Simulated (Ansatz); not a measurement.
Si₃N₄:
Space group P31c (No. 159); a = b = 7.7522 Å, c = 5.6193 Å, α = β = 90.00°, γ = 120.00°

```json
[
 {"atom": "Si", "site": "6c", "symmetry": "1", "x": "0.0820", "y": "0.5696", "z": "0.1963"},
 {"atom": "Si", "site": "6c", "symmetry": "1", "x": "0.0863", "y": "0.2534", "z": "0.4885"},
 {"atom": "N", "site": "6c", "symmetry": "1", "x": "0.0455", "y": "0.6553", "z": "0.4690"},
 {"atom": "N", "site": "2a", "symmetry": "3..", "x": "0.0000", "y": "0.0000", "z": "0.4892"},
 {"atom": "N", "site": "6c", "symmetry": "1", "x": "0.0034", "y": "0.3182", "z": "0.2349"},
 {"atom": "N", "site": "2b", "symmetry": "3..", "x": "0.3333", "y": "0.6667", "z": "0.1407"}
]
```

Relaxed with r²SCAN.

Problem. Which orbitals make up the states near the band edges in the program Ansatz at the r²SCAN level (PAW)?

Solution. Top 1 eV of the valence band: N 2p 93 %. Bottom 1 eV of the conduction band: Si 3p 51 %, N 2s 15 %, Si 3s 9 %, N 2p 7 %, outside the projected shells 18 %. Projections are on Löwdin-orthogonalised atomic valence shells; empty p or d shells of many metals are not among them.

Problem. Tabulate the density of states.

Solution. States/eV per cell of 28 atoms, in 0.25 eV bins, energy from the valence-band maximum.

| E (eV) | total | N 2p | Si 3p | N 2s |
|---|---|---|---|---|
| -7.90 | 7.82 | 4.70 | 1.01 | 0.51 |
| -7.65 | 5.03 | 3.05 | 0.69 | 0.36 |
| -7.40 | 7.74 | 4.75 | 1.20 | 0.56 |
| -7.15 | 4.84 | 3.01 | 0.91 | 0.30 |
| -6.90 | 6.60 | 4.15 | 1.50 | 0.35 |
| -6.65 | 11.57 | 7.41 | 3.01 | 0.47 |
| -6.40 | 12.09 | 7.86 | 3.03 | 0.53 |
| -6.15 | 9.11 | 6.02 | 2.16 | 0.41 |
| -5.90 | 10.06 | 6.78 | 2.39 | 0.38 |
| -5.65 | 9.40 | 6.45 | 2.14 | 0.33 |
| -5.40 | 9.15 | 6.38 | 2.04 | 0.29 |
| -5.15 | 12.21 | 8.65 | 2.72 | 0.35 |
| -4.90 | 12.51 | 9.05 | 2.79 | 0.25 |
| -4.65 | 13.96 | 10.29 | 2.95 | 0.27 |
| -4.40 | 14.94 | 11.27 | 2.98 | 0.26 |
| -4.15 | 16.69 | 12.84 | 3.17 | 0.24 |
| -3.90 | 12.68 | 9.93 | 2.21 | 0.20 |
| -3.65 | 12.93 | 10.35 | 2.06 | 0.18 |
| -3.40 | 12.42 | 10.17 | 1.73 | 0.20 |
| -3.15 | 9.33 | 7.79 | 1.15 | 0.16 |
| -2.90 | 7.86 | 6.61 | 0.77 | 0.25 |
| -2.65 | 5.14 | 4.34 | 0.42 | 0.21 |
| -2.40 | 8.12 | 6.98 | 0.59 | 0.28 |
| -2.15 | 12.18 | 10.74 | 0.69 | 0.34 |
| -1.90 | 12.24 | 10.92 | 0.60 | 0.31 |
| -1.65 | 15.29 | 13.76 | 0.70 | 0.33 |
| -1.40 | 14.01 | 12.82 | 0.52 | 0.21 |
| -1.15 | 19.46 | 17.95 | 0.63 | 0.25 |
| -0.90 | 11.47 | 10.67 | 0.30 | 0.14 |
| -0.65 | 12.96 | 12.09 | 0.40 | 0.14 |
| -0.40 | 4.49 | 4.16 | 0.17 | 0.05 |
| -0.15 | 2.69 | 2.52 | 0.10 | 0.01 |
| 0.10 | 0.17 | 0.16 | 0.01 | 0.00 |
| 0.35 | 0.00 | 0.00 | 0.00 | 0.00 |
| 0.60 | 0.00 | 0.00 | 0.00 | 0.00 |
| 0.85 | 0.00 | 0.00 | 0.00 | 0.00 |
| 1.10 | 0.00 | 0.00 | 0.00 | 0.00 |
| 1.35 | 0.00 | 0.00 | 0.00 | 0.00 |
| 1.60 | 0.00 | 0.00 | 0.00 | 0.00 |
| 1.85 | 0.00 | 0.00 | 0.00 | 0.00 |
| 2.10 | 0.00 | 0.00 | 0.00 | 0.00 |
| 2.35 | 0.00 | 0.00 | 0.00 | 0.00 |
| 2.60 | 0.00 | 0.00 | 0.00 | 0.00 |
| 2.85 | 0.00 | 0.00 | 0.00 | 0.00 |
| 3.10 | 0.00 | 0.00 | 0.00 | 0.00 |
| 3.35 | 0.00 | 0.00 | 0.00 | 0.00 |
| 3.60 | 0.00 | 0.00 | 0.00 | 0.00 |
| 3.85 | 0.00 | 0.00 | 0.00 | 0.00 |
| 4.10 | 0.00 | 0.00 | 0.00 | 0.00 |
| 4.35 | 0.00 | 0.00 | 0.00 | 0.00 |
| 4.60 | 0.00 | 0.00 | 0.00 | 0.00 |
| 4.85 | 0.00 | 0.00 | 0.00 | 0.00 |
| 5.10 | 0.00 | 0.00 | 0.00 | 0.00 |
| 5.35 | 0.29 | 0.02 | 0.16 | 0.04 |
| 5.60 | 3.42 | 0.23 | 1.85 | 0.45 |
| 5.85 | 7.82 | 0.53 | 4.10 | 1.00 |
| 6.10 | 8.07 | 0.54 | 3.96 | 1.25 |
| 6.35 | 12.78 | 0.89 | 6.31 | 2.15 |
| 6.60 | 13.24 | 1.06 | 6.22 | 2.22 |
| 6.85 | 13.71 | 1.23 | 6.32 | 2.20 |
| 7.10 | 13.28 | 1.33 | 6.22 | 1.97 |
| 7.35 | 12.02 | 1.23 | 5.63 | 1.77 |
| 7.60 | 15.66 | 1.58 | 7.31 | 2.19 |
| 7.85 | 13.26 | 1.46 | 5.94 | 1.77 |
| 8.10 | 13.08 | 1.53 | 5.77 | 1.62 |
| 8.35 | 14.66 | 1.85 | 6.27 | 1.56 |
| 8.60 | 11.98 | 1.64 | 5.07 | 1.07 |
| 8.85 | 11.99 | 1.73 | 5.22 | 0.83 |
| 9.10 | 11.63 | 1.61 | 4.93 | 0.89 |
| 9.35 | 14.03 | 1.96 | 5.87 | 1.08 |
| 9.60 | 14.37 | 2.13 | 6.02 | 1.15 |
| 9.85 | 9.11 | 1.46 | 3.50 | 0.63 |
| 10.10 | 15.20 | 2.47 | 5.73 | 0.92 |

The workflow started from a Materials Project entry (that database holds measured and hypothetical structures alike); the Crystallography Open Database files this formula in space group No. 159, but the cells were not matched. It is not the phase usual at ambient conditions (space group No. 176). Symmetry was held in the r²SCAN relaxation; its stability against distortions is not shown here.

Potentials: the earlier of the program's two PAW sets.
